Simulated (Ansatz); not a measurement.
HfB$_{2}$ from LDA upwards

The starting cell is an entry of the Crystallography Open Database (1967):

```
CELL_PARAMETERS angstrom
3.14000 0.00000 0.00000
-1.57000 2.71932 0.00000
0.00000 0.00000 3.48000
ATOMIC_POSITIONS crystal
Hf 0.00000 0.00000 0.00000
B 0.33333 0.66667 0.50000
B 0.66667 0.33333 0.50000
```

Atoms and cell were relaxed at zero pressure with plane-wave PAW DFT (Ansatz 0.2.0; one set of PAW datasets, made under PBE, for all functionals; 420 eV, r2SCAN 500 eV; 12×12×9 Γ-centred mesh, fermi-dirac occupations of width 0.100 eV; no spin polarisation, no spin-orbit coupling, no dispersion correction), keeping the symmetry (P6/mmm, No. 191).

Task: How do the functionals compare with each other and with the entry?

Result: The relaxed conventional cells:

| functional | a (Å) | c (Å) | volume (Å³/atom) |
| --- | --- | --- | --- |
| LDA | 3.103 | 3.424 | 9.51 |
| PBEsol | 3.127 | 3.449 | 9.73 |
| PBE | 3.145 | 3.488 | 9.96 |
| r2SCAN | 3.136 | 3.482 | 9.88 |
| the entry | 3.140 | 3.480 | 9.90 |

LDA gives the smallest volume and PBE the largest, 4.7 % more, the usual order, since LDA overbinds and PBE's gradient terms loosen the lattice. Against the entry's volume: LDA -3.9 %, PBEsol -1.7 %, PBE +0.5 %, r2SCAN -0.2 %; r2SCAN and PBE come about as near.

Caveats: each relaxation keeps the start's symmetry, so a distorted cell may lie lower; computed cells are at 0 K with fixed nuclei, while the entry holds thermal expansion, often some tenths of a per cent in volume and more in soft crystals.
